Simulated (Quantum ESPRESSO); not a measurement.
## Band energies of PbTe

```xyz
2
Lattice="0.0000 3.2195 3.2195 3.2195 0.0000 3.2195 3.2195 3.2195 0.0000" Properties=species:S:1:pos:R:3 pbc="T T T"
Te     0.0000     0.0000     0.0000
Pb     3.2195     3.2195     3.2195
```

norm-conserving PBE (stringent potentials; Quantum ESPRESSO, 107 Ry, without SOC); path ΓXWKΓLUWLK,UX; energies in eV from the valence-band maximum.

```csv
k (1/Å),point,band 19,band 20,band 21,band 22,band 23,band 24,band 25,band 26
0.00,Γ,-12.11,-5.58,-1.39,-1.39,-1.39,4.09,4.09,4.09
0.22,,-11.97,-6.00,-1.60,-1.60,-0.69,2.47,4.11,4.11
0.43,,-11.56,-6.71,-2.08,-2.08,-0.95,2.13,4.21,4.40
0.76,,-10.68,-7.29,-3.78,-2.72,-2.72,3.41,5.22,5.22
0.98,X,-10.39,-7.31,-4.58,-2.86,-2.86,3.25,5.51,5.51
1.34,,-10.26,-7.93,-4.16,-3.53,-0.98,2.39,4.53,5.85
1.46,W,-10.23,-8.02,-3.86,-3.86,-0.38,1.66,5.23,5.23
1.58,,-10.25,-8.02,-4.04,-3.52,-0.72,2.03,4.77,5.63
1.81,K,-10.30,-8.01,-4.20,-2.35,-2.12,3.58,3.80,5.12
1.91,,-10.34,-8.20,-3.94,-2.03,-1.72,3.01,3.08,5.57
2.12,,-10.74,-8.05,-3.28,-1.24,-0.80,1.84,1.90,4.78
2.43,,-11.60,-6.89,-2.16,-0.88,-0.33,1.72,2.01,4.10
2.64,,-11.98,-6.00,-1.60,-1.23,-1.03,3.12,3.26,4.06
2.84,Γ,-12.11,-5.58,-1.39,-1.39,-1.39,4.09,4.09,4.09
2.95,,-12.08,-5.70,-1.38,-1.38,-1.32,3.85,3.91,3.91
3.16,,-11.81,-6.50,-1.30,-1.30,-0.90,2.70,2.96,2.96
3.48,,-11.02,-8.09,-1.04,-1.04,-0.26,1.17,1.59,1.59
3.69,L,-10.65,-8.65,-0.93,-0.93,0.00,0.71,1.25,1.25
3.99,,-10.50,-8.44,-2.81,-1.62,-1.22,2.13,2.30,3.86
4.19,,-10.33,-8.15,-3.94,-2.16,-1.88,3.22,3.35,5.54
4.29,U,-10.30,-8.01,-4.20,-2.35,-2.12,3.58,3.80,5.12
4.52,,-10.25,-8.02,-4.04,-3.52,-0.72,2.03,4.77,5.63
4.63,W,-10.23,-8.02,-3.86,-3.86,-0.38,1.66,5.23,5.23
4.73,,-10.26,-8.07,-3.77,-3.75,-0.39,1.62,5.15,5.20
5.03,,-10.50,-8.44,-2.55,-2.29,-0.50,1.25,3.11,3.60
5.22,,-10.63,-8.62,-1.28,-1.07,-0.30,0.94,1.46,1.76
5.32,L,-10.65,-8.65,-0.93,-0.93,0.00,0.71,1.25,1.25
5.49,,-10.60,-8.57,-1.83,-1.22,-0.67,1.37,1.67,2.49
5.66,,-10.46,-8.38,-3.11,-1.75,-1.38,2.39,2.53,4.30
5.92,K,-10.30,-8.01,-4.20,-2.35,-2.12,3.58,3.80,5.12
5.92,U,-10.30,-8.01,-4.20,-2.35,-2.12,3.58,3.80,5.12
6.00,,-10.32,-7.77,-4.36,-2.57,-2.41,3.78,4.39,4.84
6.26,X,-10.39,-7.31,-4.58,-2.86,-2.86,3.25,5.51,5.51
```

The PBE gap is direct, 0.72 eV at L.

Spin-orbit coupling is left out; with 6p states at a band edge it can lower the gap by many tenths of an eV, most of a small gap.

Geometry relaxed with PBEsol.
